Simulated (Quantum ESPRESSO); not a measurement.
Kohn-Sham bands of BeO (wurtzite)

```xyz
4
Lattice="2.6943 0.0000 0.0000 -1.3471 2.3333 0.0000 0.0000 0.0000 4.3760" Properties=species:S:1:pos:R:3 pbc="T T T"
Be     1.3471    -0.7778     0.0007
Be    -1.3471     0.7778    -2.1873
O      1.3471    -0.7778     1.6512
O     -1.3471     0.7778    -0.5368
```

Materials Project entry mp-2542; symmetrised, unrelaxed at this level. COD (Crystallography Open Database) has the formula in 3 space groups, this one among them (matched by group alone). Level: PBEsol, no spin polarisation, no spin-orbit coupling; pw.x of Quantum ESPRESSO at 71 Ry with PseudoDojo potentials, 12×12×6 k-points, Wannier90. Density: 18×18×8 mesh, cold smearing 0.01 Ry.

Q: List the Kohn-Sham levels between −8 and 10.6 eV relative to the valence-band maximum at the high-symmetry points, as a band run of pw.x on that density gives them (levels within 2 meV counted together).

A: 
```tsv
point	k (reciprocal lattice)	levels (eV)
Γ	0.000 0.000 0.000	-6.32, -1.00 (×2), -0.02 (×2), 0.00, 7.56
M	0.500 0.000 0.000	-5.81, -4.11, -3.41, -2.67, -2.00, -0.92, 9.64, 10.09
K	0.333 0.333 0.000	-5.65, -3.69 (×2), -2.92, -2.42 (×2), 8.93
A	0.000 0.000 0.500	-3.41 (×2), -0.53 (×4), 9.80 (×2)
L	0.500 0.000 0.500	-5.57 (×2), -1.87 (×2), -1.74 (×2), 8.91 (×2)
H	0.333 0.333 0.500	-4.49 (×2), -4.43 (×2), -1.29 (×2)
```
